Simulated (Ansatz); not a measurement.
Calculation for In (sc type): DFT, PBEsol, all-electron LAPW, scalar-relativistic (Ansatz 0.2.0). This run: volume at 0.45 of the series' base cell.

The cell comes from a relaxation on PAW files under the same functional, begun from a prototype that needn't be the stable phase.

Command: `ansatz run input.yaml --threads 1 --pin off --max-ram 2048MiB --backend cpu --events-out ev --progress --plain --runs-dir out` It took 18 s on 1 thread of Arm Neoverse N1 (shared host), peak memory 0.33 GiB.

```yaml
crystal:
  lattice:
    - [2.3082926249, 0.0, 0.0]
    - [0.0, 2.3082926249, 0.0]
    - [0.0, 0.0, 2.3082926249]
  atoms:
    - { symbol: In, position: [0.0, 0.0, 0.0] }
kpoints:
  mp_grid: { grid: [14, 14, 14] }
scf:
  occupations: { method: fermi_dirac, width: 0.05 }
hamiltonian:
  xc: pbesol
  pseudopotentials: { kind: all_electron, lapw: { basis_error: 0.001 } }
output:
  forces: true
  stress: true
  eigenvalues: true
  populations: true
```

Output:

```
In: projections on atomic orbitals take those of the free atom 1s2 2s2 2p6 3s2 3p6 3d10 4s2 4p6 4d10 5s2 5p1, of charge +0.00 (hamiltonian.pseudopotentials.projection_atoms)
LAPW: plane waves up to 10.303 Å⁻¹, error target 1.0e-3 eV per atom; small_component_spin mean_spin; In in spheres of 1.154 Å, 31 of its electrons in bands, Dirac shells [] (how accurate: hamiltonian.pseudopotentials.lapw.basis_error, Limitations)
Engine: ansatz 0.2.0
Pseudopotentials: kind: all_electron
Pseudopotential: In, LAPW, valence charge 31, lapw/all_electron/scalar/gaussian/In, Koelling and Harmon's equation, gaussian nucleus
Functional definition: PBEsol
  exchange = pbesol_x
  correlation = pbesol_c
Crystal: 1 atoms, lattice volume = 12.299 Å³
Basis set: ecut = 404.45316497271256 eV, 251 PW (Γ), exchange–correlation at level 2
Bands: 20, of which v1, the nominal top of the filled ones, is band 16 counted from 1 (15 counted from 0)
Symmetry: 48 space group operations
Space group: Pm-3m (ITA 221), of the structure as read, at distance tolerance 2.3e-5 Å
k-points: 120 of 2744
Non-local potential: In, projectors of the file, none
Initial density: superposition of atomic densities (chi_scale 0.1, normalization cell)
Initial wavefunctions: plane waves of lowest kinetic energy (no species holds an atomic orbital)
Functional: x = pbesol(κ = 0.804, μ = 0.12345679012345678), c = pbesol(β = 0.046)
iter 1 solved again at ethr=1.71e-4 eV; its pass at ethr=1.00e-1 eV (dr2=5.31e-2 eV) is discarded
SCF iter   1: F=—  HF=-159968.300950 eV  |F-HF|=—  |Δ(HF+E_count)|=         —  Δρ=3.07e-2  dr2=5.31e-2  ethr=1.71e-4  ⟨swp⟩=3.0  Hψ=15257  notcnv=0
preconditioner: auto → none  [insulator: Δε(μ)=0.146 eV  Ē_g=26.211 eV  σ=0.050 eV  W_gap=0.62  n_scr=6 (ndim 8)  ℏωp=38.2 eV  f_vac=0.000  D(μ)=0.49/eV (n_scr^D=0)  ε∞_Penn≈3.1]
iter 2 solved again at ethr=1.39e-5 eV; its pass at ethr=1.71e-4 eV (dr2=4.31e-3 eV) is discarded
SCF iter   2: F=—  HF=-159968.155925 eV  |F-HF|=—  |Δ(HF+E_count)|=   1.45e-1  Δρ=9.99e-3  dr2=4.32e-3  ethr=1.39e-5  ⟨swp⟩=2.0  Hψ=11983  notcnv=0
SCF iter   3: F=—  HF=-159968.148669 eV  |F-HF|=—  |Δ(HF+E_count)|=   7.26e-3  Δρ=5.42e-3  dr2=1.25e-3  ethr=1.39e-5  ⟨swp⟩=2.0  Hψ=6419  notcnv=0
SCF iter   4: F=—  HF=-159968.147983 eV  |F-HF|=—  |Δ(HF+E_count)|=   6.86e-4  Δρ=6.06e-4  dr2=2.48e-5  ethr=4.03e-6  ⟨swp⟩=2.0  Hψ=6427  notcnv=0
SCF iter   5: F=-159968.147985 eV  HF=-159968.147985 eV  |F-HF|=1.38e-8  |Δ(HF+E_count)|=   2.62e-6  Δρ=2.90e-5  dr2=8.06e-8  ethr=8.01e-8  ⟨swp⟩=2.0  Hψ=6419  notcnv=0
SCF 1 converged in 5 iterations: F = -159968.147985 eV  dr2 = 8.06e-8
SCF converged after 5 iterations
Free energy (F): -159968.147985 eV
Harris-Foulkes:  -159968.147985 eV  (|F-HF|=1.38e-8)
Internal energy: -159968.143802 eV  (E = F + TS)
E sigma→0 (E₀):  -159968.145893 eV
Entropy (-TS):   -0.004184 eV (-4.184 meV/atom)
Fermi energy:    32.956896 eV
--- Per-component energies (eV) ---
  E_band       = -4163.381348
  E_kinetic    = 167950.932527
  E_xc         = -4288.990129
  E_electrostatic = -323630.086199  (all electrons and nuclei)
  E_smearing   = -0.004184  (= −TS)
  E_closure    = 0.000000  (closes the sum)
  E_atoms      = -159970.595489  (free atoms, spherical and without spin; not in F)
  Σ components = -159968.147985   (vs F -159968.147985, Δ=0.00e0)
  Basis errors (estimates in eV, not in F): energy 3.2e-4 per atom: plane waves 3.1e-4 (1.7e-4 summed), levels above the bands 1.6e-98, relativity 2.2e-8, radial functions 1.7e-5, core shells 6.8e-7; eigenvalues (radial functions only) 6.6e-6; not estimated: angular momenta, meshes, grids; target (lapw.basis_error) 1.0e-3; muffin-tin radii In 1.154 Å
--- Forces (eV/Å), atoms counted from 1 ---
  atom   1  In     0.00000000    -0.00000000     0.00000000
  max |Σ_I F_I| component: 2.79e-31 eV/Å
--- Stress (GPa, compression-positive) ---
      251.981314       0.000000       0.000000
        0.000000     251.981314       0.000000
        0.000000       0.000000     251.981314
  P = ⅓ Tr σ = 251.9813 GPa (2519.813 kbar)
--- Band table (eV; the first three rows and the last of 120) ---
  k-point 0: bands = ["-397.1133", "-397.1133", "-397.1109", "-397.1109", "-397.1109", "-84.6696", "-42.9935", "-42.9935", "-42.9935", "12.9361", "12.9361", "15.8428", "17.4755", "17.4755", "17.4755", "44.0410", "44.0410", "44.0410", "50.6822", "50.6822"]
  k-point 1: bands = ["-397.1133", "-397.1133", "-397.1109", "-397.1109", "-397.1109", "-84.6671", "-43.0172", "-42.9916", "-42.9916", "12.9554", "13.0576", "16.0154", "17.3979", "17.3979", "17.4819", "42.6051", "44.2894", "44.2894", "50.3830", "51.3175"]
  k-point 2: bands = ["-397.1133", "-397.1133", "-397.1109", "-397.1109", "-397.1109", "-84.6599", "-43.0834", "-42.9862", "-42.9862", "13.0097", "13.3776", "16.5593", "17.1845", "17.1845", "17.4999", "39.8299", "45.0071", "45.0071", "49.6084", "51.6027"]
  k-point 119: bands = ["-397.1133", "-397.1133", "-397.1109", "-397.1109", "-397.1109", "-84.5171", "-43.3659", "-43.3659", "-43.3659", "13.9952", "13.9952", "13.9952", "18.7302", "18.7302", "36.9887", "36.9887", "36.9887", "38.0531", "43.9737", "43.9737"]
--- Löwdin populations: 1 site ---
  site symbol       q [e]
     0     In     48.9797
  spilling = 0.000414 (of n_electrons = 49.000000)
```

populations.tsv:

```
# site	symbol	l	j	q
# orbitals = lowdin
# n_electrons = 49.000000
# spilling = 0.000414
# projection_atom_In: 1s2 2s2 2p6 3s2 3p6 3d10 4s2 4p6 4d10 5s2 5p1
0	In	0_1S	-	1.999990
0	In	0_2S	-	1.999590
0	In	0_3S	-	1.993755
0	In	0_4S	-	1.922249
0	In	0_5S	-	0.884250
0	In	1_2P	-	5.999997
0	In	1_3P	-	5.999532
0	In	1_4P	-	5.955974
0	In	1_5P	-	2.302122
0	In	2_3D	-	9.999989
0	In	2_4D	-	9.922285
```

Next run (volume at 0.4 of the series' base cell), as changes to the input before:

```diff
   lattice:
-    - [2.3082926249, 0.0, 0.0]
-    - [0.0, 2.3082926249, 0.0]
-    - [0.0, 0.0, 2.3082926249]
+    - [2.2194226976, 0.0, 0.0]
+    - [0.0, 2.2194226976, 0.0]
+    - [0.0, 0.0, 2.2194226976]
   atoms:
   mp_grid: { grid: [14, 14, 14] }
+  band_path:
+    path:
+      - [0.0, 0.0, 0.0]
+      - [0.0, 0.5, 0.0]
+      - [0.5, 0.5, 0.0]
+      - [0.0, 0.0, 0.0]
+      - [0.5, 0.5, 0.5]
+      - [0.0, 0.5, 0.0]
+      - [0.5, 0.5, 0.5]
+      - [0.5, 0.5, 0.0]
+    npoints: 8
 scf:
   populations: true
+  dos: { projected: true, de: 0.2, e_range: [-14, 8] }
```

Command: `ansatz run input.yaml --threads 1 --pin off --max-ram 2048MiB --backend cpu --events-out ev --progress --plain --runs-dir out` It took 26 s on 1 thread of Arm Neoverse N1 (shared host), peak memory 0.35 GiB.

Results part of the output:

```
SCF 1 converged in 6 iterations: F = -159965.465774 eV  dr2 = 1.52e-10
the search or the solves at the SCF's close seem to have found levels that the self-consistency loop had missed (the run counts 1). By its estimate they hold under 1e-12 electrons; where the run keeps them, the occupations were computed again with them
NSCF: frozen V_eff on 57 k-points
SCF converged after 6 iterations
Free energy (F): -159965.465774 eV
Harris-Foulkes:  -159965.465774 eV  (|F-HF|=2.15e-9)
Internal energy: -159965.461670 eV  (E = F + TS)
E sigma→0 (E₀):  -159965.463722 eV
Entropy (-TS):   -0.004104 eV (-4.104 meV/atom)
Fermi energy:    37.780004 eV
--- Per-component energies (eV) ---
  E_band       = -7694.690676
  E_kinetic    = 167969.883878
  E_xc         = -4291.586683
  E_electrostatic = -323643.758865  (all electrons and nuclei)
  E_smearing   = -0.004104  (= −TS)
  E_closure    = 0.000000  (closes the sum)
  E_atoms      = -159970.595489  (free atoms, spherical and without spin; not in F)
  Σ components = -159965.465774   (vs F -159965.465774, Δ=0.00e0)
  Basis errors (estimates in eV, not in F): energy 3.3e-4 per atom: plane waves 3.1e-4 (1.7e-4 summed), levels above the bands 1.1e-104, relativity 2.4e-8, radial functions 2.4e-5, core shells 1.0e-7; eigenvalues (radial functions only) 6.3e-6; not estimated: angular momenta, meshes, grids; target (lapw.basis_error) 1.0e-3; muffin-tin radii In 1.110 Å
--- Forces (eV/Å), atoms counted from 1 ---
  atom   1  In     0.00000000    -0.00000000     0.00000000
  max |Σ_I F_I| component: 5.92e-31 eV/Å
--- Stress (GPa, compression-positive) ---
      388.260300       0.000000       0.000000
        0.000000     388.260300       0.000000
        0.000000       0.000000     388.260300
  P = ⅓ Tr σ = 388.2603 GPa (3882.603 kbar)
--- Band table (eV; the first three rows and the last of 120) ---
  k-point 0: bands = ["-608.9341", "-608.9341", "-608.9341", "-393.0029", "-393.0029", "-393.0009", "-393.0009", "-393.0009", "-80.7929", "-39.0059", "-39.0059", "-39.0059", "16.0725", "16.0725", "18.8470", "21.7201", "21.7201", "21.7201", "49.0817", "49.0817", "49.0817", "56.6846", "56.6846"]
  k-point 1: bands = ["-608.9341", "-608.9341", "-608.9341", "-393.0029", "-393.0029", "-393.0009", "-393.0009", "-393.0009", "-80.7886", "-39.0422", "-39.0030", "-39.0030", "16.0969", "16.2202", "19.0387", "21.6193", "21.6193", "21.7284", "47.6502", "49.3641", "49.3641", "56.1614", "57.2709"]
  k-point 2: bands = ["-608.9341", "-608.9341", "-608.9341", "-393.0029", "-393.0029", "-393.0009", "-393.0009", "-393.0009", "-80.7767", "-39.1432", "-38.9947", "-38.9947", "16.1657", "16.6041", "19.6489", "21.3436", "21.3436", "21.7515", "44.8096", "50.1745", "50.1745", "54.9363", "57.4908"]
  k-point 119: bands = ["-608.9341", "-608.9341", "-608.9341", "-393.0029", "-393.0029", "-393.0009", "-393.0009", "-393.0009", "-80.5391", "-39.5629", "-39.5629", "-39.5629", "17.2782", "17.2782", "17.2782", "23.2836", "23.2836", "41.7734", "42.1816", "42.1816", "42.1816", "49.5128", "49.5128"]
--- Löwdin populations: 1 site ---
  site symbol       q [e]
     0     In     48.9750
  spilling = 0.000511 (of n_electrons = 49.000000)
```

The structure type is held throughout; the real material can change phase at far lower pressure.
